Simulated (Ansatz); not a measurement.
Data:

In2Au3:
```
CELL_PARAMETERS angstrom
      4.63360     0.00000     0.00000
     -2.31680     4.01281     0.00000
      0.00000     0.00000     5.70401
ATOMIC_POSITIONS crystal
  In 0.66667 0.33333 0.32184
  In 0.33333 0.66667 0.67816
  Au 0.66667 0.33333 0.80781
  Au 0.33333 0.66667 0.19219
  Au 0.00000 0.00000 0.00000
```

This is the r²SCAN-relaxed structure.

**Question.** All from the program Ansatz at the r²SCAN level (PAW), unless another level is named. Estimate the density of states at the Fermi level.

**Answer.** 0.25 states/eV per atom (mean over ±0.08 eV).

**Question.** What about the formation energy from the elements (no fitted shifts)?

**Answer.** -217 meV/atom.

Space group P-3m1 (La2O3 or Ni2Al3 type). The workflow started from a Materials Project entry (that database holds measured and hypothetical structures alike); the Crystallography Open Database copy checked does not list it. Whether it is the stable phase at ambient conditions was not checked. The cell was relaxed with r²SCAN under the symmetry of its start; whether a distortion lowers the energy is not shown. The references are the lowest solids computed at this level, not always the standard phases. Scalar-relativistic: spin–orbit coupling is off unless named, which matters more the heavier the elements.

Potentials: the earlier of the program's two PAW sets.
